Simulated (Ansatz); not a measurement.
## Si (Fmmm), an elastic constant from a strain scan

All numbers below come from DFT LDA, scalar-relativistic, plane waves, PAW in Ansatz. Settings: plane waves to 420 eV, k-mesh 10×10×8 (Γ-centred), Gaussian smearing 0.15 eV. No spin polarisation. Energies are free energies at this smearing, counted from the undisturbed cell; pressure is positive in compression.

The undisturbed cell (relaxed at this level; with this scan's settings it stands at -0.1 GPa; this form isn't the usual structure):

```
Si
1.0
     4.55214   -2.43471    0.00000
     4.55214    2.43471    0.00000
     0.00000    0.00000    5.32765
Si
8
Cartesian
  4.5521 0.0000 4.1050
  4.5521 0.0000 1.2227
  4.5521 2.4347 1.4412
  4.5521 -2.4347 3.8865
  6.6117 0.0000 2.6638
  2.0595 0.0000 0.0000
  2.4926 0.0000 2.6638
  7.0447 0.0000 0.0000
```

The cell is strained by ε times the Voigt pattern (0, 0, 1, 0, 0, 0) (xx, yy, zz, yz, xz, xy; engineering shear) with fractional coordinates fixed. The cell holds 8 atoms in V0 = 118.09 Å³. The stress column is τ = (1/V0) dE/dε, got from the stress tensor σ (compression positive) at each point as −det(1 + εP) σ : P(1 + εP)⁻¹, with P the pattern as a tensor.

```
      ε  ΔE (meV/atom)  τ (GPa)
-0.1000        125.694  -32.729
-0.0750         65.482  -20.379
-0.0500         27.235  -13.048
-0.0250          5.740   -5.645
 0.0000          0.000    0.300
 0.0250          6.209    4.884
 0.0500         21.756    8.564
 0.0750         45.027   11.350
 0.0875         58.552   12.084
 0.1000              ?        ?
```

Which combination of elastic constants does this scan measure, and how large is it?

For small ε, τ = τ0 + Kε with K = pᵀCp, which for this pattern is C33 in the Cartesian frame shown. The parabola through τ at ε = -0.0250, 0 and 0.0250 has slope K = 211 GPa at zero. The energies per cell, E = NΔE, of the same two points give K = 2[E(ε₊)/ε₊ − E(ε₋)/ε₋]/[(ε₊ − ε₋)V0] = 207 GPa, in agreement. These are clamped-ion values.

Predict the withheld row at ε = 0.1000 from the harmonic law, and compare.

ΔE = V0(τ0 ε + Kε²/2)/N = 99.769 meV/atom and τ = 21.36 GPa. The calculation gives 72.801 meV/atom and 12.66 GPa: the energy lies 27 % below the harmonic value, as bonds soften when stretched.

Forces appear on the atoms along this scan, and letting them relax would lower the energy and soften the response. In a metal these slopes depend on the k mesh and the smearing.